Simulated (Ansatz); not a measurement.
The elements of this relaxed trial crystal are hidden behind letters.

```
lattice vectors (Å)
   3.9654    0.0000    0.0000
   0.0000    3.9654    0.0000
   0.0000    0.0000   11.2880
fractional positions
X 0.5000 0.5000 0.0000
Z 0.0000 0.0000 0.7402
Z 0.0000 0.0000 0.2598
Z 0.5000 0.5000 0.5000
Q 0.5000 0.0000 0.8591
Q 0.0000 0.5000 0.1409
Q 0.5000 0.0000 0.3800
Q 0.0000 0.5000 0.6200
```

Theory: DFT PBE, scalar-relativistic, plane waves, PAW (Ansatz). Plane waves to 420 eV, an 8×8×4 mesh through Γ for the 8-atom cell and 0.02 eV Gaussian smearing; no spin polarisation.

```
Space group                              : P-4m2 (No. 115)
Conventional cell                        : a = 3.965 Å, c = 11.288 Å
Volume per atom                          : 22.19 Å³
Density                                  : 4.19 g/cm³
Formation energy                         : −0.367 eV/atom
Gap on the 8×8×4 mesh of the 8-atom cell : 1.11 eV
```

Energies are uncorrected and count from the elements' standard states at the same level.

Task: X is a p-block element of period 5, Z is a p-block element of period 4 and Q is a p-block element of period 3. Which elements are they?

Result: X = In, Z = Ga, Q = P, so the formula is InGa3P4. Density times volume gives a mean mass of 4.19 × 22.19/1.6605 = 56.0 u per atom, and this set has 56.0 u. Around In lie 4 P at 2.54 Å; around Ga on a site of symmetry 2mm lie 4 P at 2.39–2.40 Å; P on its first site has 2 Ga at 2.39 Å and 2 In at 2.54 Å; 2 more sites not described. Other sets within the hints have nearly the same mass, so mass alone doesn't settle it; this one was computed.

Kohn–Sham gaps at this level usually fall short of measured ones. Symmetry constrained the relaxation, so the result can be a saddle point.
